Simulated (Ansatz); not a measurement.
**Zone-centre phonons of Ag at 5 GPa: input and output**

Theory: DFT PBEsol, scalar-relativistic, plane waves, PAW (Ansatz).

Launched with:
```bash
ansatz run input.yaml --threads 1 --pin off --max-ram 3072MiB --backend cpu --events-out ev --progress --plain --runs-dir out
```

Input (bare energies are in eV):
```yaml
crystal:
  lattice:
    - [2.8302014755, 0.0, 0.0]
    - [-1.4151007378, 2.4510263756, 0.0]
    - [0.0, 0.0, 9.2595885158]
  atoms:
    - { symbol: Ag, position: [0.3333333333, 0.6666666667, 0.25] }
    - { symbol: Ag, position: [0.6666666667, 0.3333333333, 0.75] }
    - { symbol: Ag, position: [0.0, 0.0, 0.0] }
    - { symbol: Ag, position: [0.0, 0.0, 0.5] }
basis:
  ecutwfc: 420
kpoints:
  mp_grid: { grid: [18, 18, 6] }
hamiltonian:
  xc: pbesol
scf:
  occupations: { method: fermi_dirac, width: 0.15 }
output:
  eigenvalues: true
phonons:
  method: dfpt
  eigenvectors: true
```

The end of the output:
```
--- Phonons (Γ-DFPT): 4 representative perturbations + reference, on 524 of 1944 k-points (Σ response iterations 30) ---
  k mesh reduced under 2 symmetry operations, with k and −k counted as one. Each operation leaves every solved perturbation unchanged. A smaller set is not used because it would not reduce the number of displacements ...
  ASR residual: 2.088e-4 → 0.000e0 eV/Å²; symmetrization residual: 5.783e-6 eV/Å²
  ASR residual per site (eV/Å²): 2.09e-4 2.09e-4 1.95e-4 1.95e-4
  Γ frequencies (cm⁻¹): 0.00 0.00 0.00 56.58 56.58 59.06 59.06 80.73 80.73 141.73 143.76 196.07
  non-analytic LO–TO correction: not included (Born effective charges unavailable; polar crystals: no LO–TO splitting at Γ)
```

It took 8.6 min on 1 thread of Intel(R) Xeon(R) 6975P-C (Granite Rapids) (shared host), peak memory 2.9 GiB.

In a metal, frequencies and elastic constants depend on the k mesh and the smearing, soft modes and shear constants most. Other phases may be more stable at this pressure.

This form isn't the element's structure at ambient conditions.